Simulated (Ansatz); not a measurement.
## Equation of state of LuSi2Os2

A database entry relaxed whole under r2SCAN (I4/mmm):

```
Lu Si Os
1.0
    -2.07282    2.07282    4.74058
     2.07282   -2.07282    4.74058
     2.07282    2.07282   -4.74058
Lu Si Os
1 2 2
Direct
  0.00000 0.00000 0.00000
  0.37241 0.37241 0.00000
  0.62759 0.62759 0.00000
  0.75000 0.25000 0.50000
  0.25000 0.75000 0.50000
```

The cell was scaled uniformly, its shape held, and the atoms relaxed at each volume with plane-wave PAW DFT (Ansatz 0.2.0; r2SCAN, 500 eV, 11×11×11 Γ-centred mesh, fermi-dirac occupations of width 0.100 eV; no spin, no spin-orbit coupling). One row is withheld.

```
volume (Å³/atom)  energy over the lowest (meV/atom)  pressure (GPa)
          15.317                               38.1           13.42
          15.643                                  ?               ?
          15.969                                3.8            3.95
          16.295                                0.0           -0.03
          16.621                                3.8           -3.58
          16.947                               14.4           -6.72
          17.272                               30.9           -9.51
```

Fit the pressures of the other rows to the third-order Birch-Murnaghan form.

With f = [(V₀/V)^(2/3) − 1]/2 and P = 3B₀f(1 + 2f)^(5/2)[1 + 3(B₀′ − 4)f/2], least squares gives V₀ = 16.29 Å³ an atom, B₀ = 187 GPa and B₀′ = 4.8; the rows miss the fit by less than 0.01 GPa. The slope of the energies differs from these pressures by 0.08 GPa, since they are taken to zero smearing while pressures follow the free energy.

What does the withheld row hold?

The fit gives 8.40 GPa at 15.643 Å³; the run gave 8.41 GPa and 16.1 meV an atom.

Caveats: the shape of the cell was held, so B₀ is an upper bound where the axes differ in stiffness; 0 K, fixed nuclei; the symmetry was kept, and this need not be the phase that is stable at 0 K; one mesh for all volumes; pressure is positive in compression.
